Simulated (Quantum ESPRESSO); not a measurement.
AlMoSn3Ti2Zr, a guest atom moved from site to site

Simulated, not a measurement. The program is pw.x of Quantum ESPRESSO 7.5 (plane-wave density functional theory). The cell is made up: eight metal atoms on a hexagonal close-packed lattice, with elements, volume, strain and displacements drawn at random and not relaxed, so it may be unstable or far from any real phase. PseudoDojo standard norm-conserving files set the functional (PBE unless stated); there is no spin polarisation or spin-orbit coupling, the Fermi-Dirac width of 0.25 eV means electrons at about 2900 K, and the masses in the input are unused placeholders. The tin pseudopotential is less sure than most, with forces differing by about three percent from a second method on plain tin. A spin test at this wide smearing found no moment, but such smearing suppresses magnetism that the real alloy may have.

The runs move one Al atom among sites that otherwise hold Sn. Cell, positions, cutoff, mesh and smearing stay as in the input of run 1; sites are counted in its order. Stress in the tables is positive in tension.

Input of run 1:

```
&control calculation='scf', pseudo_dir='./dojo.nc.sr.pbe.v0_5.standard.upf', outdir='./o', disk_io='medium', tprnfor=.true., tstress=.true. /
&system ibrav=0, nat=8, ntyp=5, nbnd=61, ecutwfc=84.00895049, nosym=.true., tot_charge=0,
 occupations='smearing', smearing='fd', degauss=0.0183746611
/
&electrons conv_thr=1.470e-08, electron_maxstep=70, mixing_beta=0.5 /
ATOMIC_SPECIES
Al 1.0 Al.upf
Mo 1.0 Mo.upf
Sn 1.0 Sn.upf
Ti 1.0 Ti.upf
Zr 1.0 Zr.upf
CELL_PARAMETERS angstrom
0.0 0.0 -4.8811
0.0 5.0799 0.0
5.8657 0.0 0.0
ATOMIC_POSITIONS angstrom
Al 0.1208 -0.0783 0.0127
Mo 2.9905 0.0161 -0.0394
Sn 1.5046 2.5373 0.013
Sn 4.4497 2.5432 0.0007
Ti -0.0195 1.6655 -2.3842
Zr 2.9657 1.6918 -2.4132
Ti 1.4267 4.1432 -2.4587
Sn 4.3318 4.2248 -2.4245
K_POINTS automatic
5 5 4 1 1 1
```

| run | elements on sites 1 to 8 | free energy less that of run 1 (eV) | -TS (eV) | pressure (GPa) | stress xx (GPa) | stress yy (GPa) | stress zz (GPa) | stress yz (GPa) | stress xz (GPa) | stress xy (GPa) | iterations |
| --- | --- | --- | --- | --- | --- | --- | --- | --- | --- | --- | --- |
| 1 | Al Mo Sn Sn Ti Zr Ti Sn | 0.000 | -1.488 | 10.10 | -9.14 | -11.30 | -9.88 | -0.26 | 0.16 | 1.39 | 15 |
| 2 | Sn Mo Al Sn Ti Zr Ti Sn | 0.219 | -1.516 | 10.65 | -8.64 | -12.54 | -10.78 | -0.17 | 0.08 | 0.99 | 16 |
| 3 | Sn Mo Sn Al Ti Zr Ti Sn | -0.058 | -1.490 | 9.78 | -8.87 | -12.35 | -8.11 | -0.16 | 0.15 | 1.77 | 15 |
| 4 | Sn Mo Sn Sn Ti Zr Ti Al | 0.316 | -1.507 | 10.63 | -12.51 | -13.73 | -5.64 | -0.17 | -0.04 | 1.59 | 15 |

Forces Fx Fy Fz (eV/Å):

```
site              run 1              run 2              run 3              run 4
   1     0.12 0.66 0.02     0.98 1.03 0.05    -0.44 1.18 0.05    -0.42 1.01 0.05
   2   -0.52 -0.44 0.22   -0.62 -0.53 0.19    0.34 -0.34 0.18    0.17 -0.67 0.03
   3    -0.29 0.06 0.09    0.27 -0.07 0.04    0.41 -0.21 0.08    0.49 -0.21 0.09
   4    0.24 -1.03 0.38   -0.32 -1.19 0.38   -0.36 -0.58 0.21   -0.45 -0.43 0.35
   5   0.18 -0.65 -0.25   0.42 -0.24 -0.23  -0.18 -0.39 -0.18  -0.09 -0.48 -0.28
   6  -0.87 -0.46 -0.33  -1.31 -0.01 -0.28  -0.37 -0.23 -0.25  -0.36 -0.31 -0.32
   7     0.20 1.03 0.17     0.30 0.50 0.15     0.22 0.82 0.19     0.44 0.84 0.21
   8    0.95 0.83 -0.32    0.27 0.51 -0.30   0.38 -0.26 -0.28    0.23 0.26 -0.14
```

The sites are displaced and not relaxed, so the energy differences mix bonding between neighbours with strain and are not ordering energies. A rerun of one cell of this series at a higher cutoff and on a denser mesh moved values by no more than 0.002 eV in energy, 0.10 GPa in stress and 0.008 eV/Å in force, and a second program with other atomic files agreed on that cell to 2 % rms in force and 0.5 GPa in pressure.